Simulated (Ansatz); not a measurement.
Si5Te8:
Space group P-3m1 (No. 164); a = b = 7.815 Å, c = 6.788 Å, α = β = 90.00°, γ = 120.00°

```csv
atom,site,symmetry,x,y,z
Si,1a,-3m.,0.0000,0.0000,0.0000
Te,6i,.m.,0.3319,0.1660,0.2410
Si,3e,.2/m.,0.0000,0.5000,0.0000
Te,2d,3m.,0.3333,0.6667,0.2267
Si,1b,-3m.,0.0000,0.0000,0.5000
```

Relaxed at zero pressure with DFT-PBE in the program Ansatz with PAW potentials.

**Question.** The volume is raised by 3 % and shape and atoms relax at that volume. What pressure results, and how do the axes share the change?

**Answer.** -0.8 GPa; a 0.6 %, b 0.6 %, c 1.7 %; the energy rises by 2 meV/atom.

**Question.** Give the new structure.

**Answer.** 
Space group P-3m1 (No. 164); a = b = 7.8637 Å, c = 6.9046 Å, α = β = 90.00°, γ = 120.00°

```tsv
atom	site	symmetry	x	y	z
Si	1a	-3m.	0.0000	0.0000	0.0000
Te	6i	.m.	0.3296	0.1648	0.2368
Si	3e	.2/m.	0.0000	0.5000	0.0000
Te	2d	3m.	0.3333	0.6667	0.2206
Si	1b	-3m.	0.0000	0.0000	0.5000
```

The phase is kept; no other phase was compared at this pressure.

The start of the workflow was typed in or built on a structure type; neither database checked (COD, Materials Project) lists it. Its standing as an ambient phase is unchecked. Symmetry was held in the PBE relaxation; whether a distortion lowers the energy is not shown. Spin–orbit coupling is left out wherever it is not named.

Potentials: the earlier of the program's two PAW sets.
